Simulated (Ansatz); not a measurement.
This run works on a proposed trial structure, not on a known crystal.

Input and command of a plane-wave DFT calculation in Ansatz:

```yaml
crystal:
  lattice:
    - [3.9, 0.0, 0.0]
    - [0.0, 3.9, 0.0]
    - [0.0, 0.0, 5.9]
  atoms:
    - { symbol: In, position: [0.0, 0.5, 0.8] }
    - { symbol: In, position: [0.5, 0.0, 0.2] }
    - { symbol: Cu, position: [0.5, 0.5, 0.5], spin: 1.0 }
    - { symbol: Cu, position: [0.0, 0.0, 0.5], spin: 1.0 }
    - { symbol: O, position: [0.5, 0.5, 0.0] }
    - { symbol: O, position: [0.0, 0.0, 0.0] }
basis:
  ecutwfc: 420
kpoints:
  mp_grid: { grid: [3, 3, 2] }
hamiltonian:
  xc: pbe
scf:
  occupations: { method: gaussian, width: 0.15 }
  lower_state_search: "off"
output:
  forces: true
  stress: true
  eigenvalues: true
  populations: true
magnetization:
  spin_polarized: true
relax:
  adjacent_minimum: "off"
  f_tol: 0.08
  max_steps: 16
  cell: { stress_tol: 0.8 }
```

```bash
ansatz run input.yaml --threads 1 --pin off --max-ram 2560MiB --backend cpu --events-out ev --progress --plain --runs-dir out
```

Processor: Intel(R) Xeon(R) Processor @ 2.50GHz (Skylake/Cascade Lake), 1 thread, on a host shared with other jobs.

How long does it run, and how much memory does it take?

About 64 s, peak memory 0.42 GiB. It solves 47 bands at 6 k points (after reduction by symmetry) with about 1789 plane waves (on the last cell), in 49 SCF iterations over 5 ionic steps.
